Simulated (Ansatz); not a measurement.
NaH (rock salt, Fm-3m), a = 4.7944 Å, b = 4.7944 Å, c = 4.7944 Å, α = 90.00°, β = 90.00°, γ = 90.00°; the cell used has 2 atoms.

This is the r²SCAN-relaxed structure.

Question: All from r²SCAN (plane waves, PAW; program Ansatz), unless another level is named. Give the Hill bulk and shear moduli.

Answer: 24.4 and 21.6 GPa.

Question: And the vibrational entropy at 300 K?

Answer: 18.7 J/(K·mol of atoms).

Question: What about the highest zone-centre frequency (without LO–TO term)?

Answer: 541 cm⁻¹.

Symmetry was held in the r²SCAN relaxation; phonons on a q-mesh show no instability.

Potentials: the later of the program's two PAW sets.
